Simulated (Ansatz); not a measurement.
GaAs:
```
GaAs
1.0
    3.99431     0.00000     0.00000
   -1.99715     3.45917     0.00000
    0.00000     0.00000    13.10420
Ga As
4 4
Direct
  0.66667   0.33333   0.99987
  0.00000   0.00000   0.25038
  0.33333   0.66667   0.49987
  0.00000   0.00000   0.75038
  0.66667   0.33333   0.18776
  0.00000   0.00000   0.43699
  0.33333   0.66667   0.68776
  0.00000   0.00000   0.93699
```

Relaxed with PBEsol. DFT-PBEsol in the program Ansatz with PAW potentials gives a gap of 0.43 eV.

Task: What gap does HSE06 give on the same cell (Ansatz, PAW)?

Result: 1.41 eV, 0.98 eV more. The hybrid was solved on a coarser mesh and at special points; its gap is the smallest among all of these.

Cost on shared cores: the PBEsol run (SCF on a 8×8×2 mesh, then bands and DOS) about 2.4 core-minutes (a rough figure), the HSE06 run (SCF on 5×5×2, then a few points) around 7 core-minutes (rough); the tasks are unlike.

Space group P6_3mc. The start of the workflow was typed in or built on a structure type; the Crystallography Open Database copy checked does not list it. It is not the phase usual at ambient conditions (space group No. 216). The PBEsol relaxation kept the symmetry of its start; of distortions, only those at the zone centre were tested. Spin–orbit coupling is left out wherever it is not named.

Potentials: the later of the program's two PAW sets.
